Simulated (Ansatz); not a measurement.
BP (rock salt, Fm-3m) under volume change, plane-wave PAW PBEsol (Ansatz code), scaled uniformly.

```tsv
V (Å³/atom)	E − E(relaxed) (meV/atom)	P (GPa)
8.972	51.1	19.72
9.268	?	?
9.564	?	?
9.860	0.0	0.01
10.155	4.7	-4.90
10.451	17.6	-9.01
10.747	37.6	-12.54
```

### Question
Fill in the missing entries.

### Answer

- 9.268, E − E(relaxed) (meV/atom): 21.7
- 9.268, P (GPa): 12.31
- 9.564, E − E(relaxed) (meV/atom): 5.2
- 9.564, P (GPa): 5.74

### Question
What does a third-order Birch–Murnaghan fit give for V₀, B₀ and B′?

### Answer
V₀ = 9.86 Å³/atom, B₀ = 174 GPa, B′ = 3.9.

The start of the workflow was typed in or built on a structure type; neither database checked (COD, Materials Project) lists it. It is not the phase usual at ambient conditions (space group No. 216). The PBEsol relaxation kept the symmetry of its start; of distortions, only those at the zone centre were tested. Its formation energy is positive at this level, so the cell may be metastable or incomplete.

Potentials: the later of the program's two PAW sets.
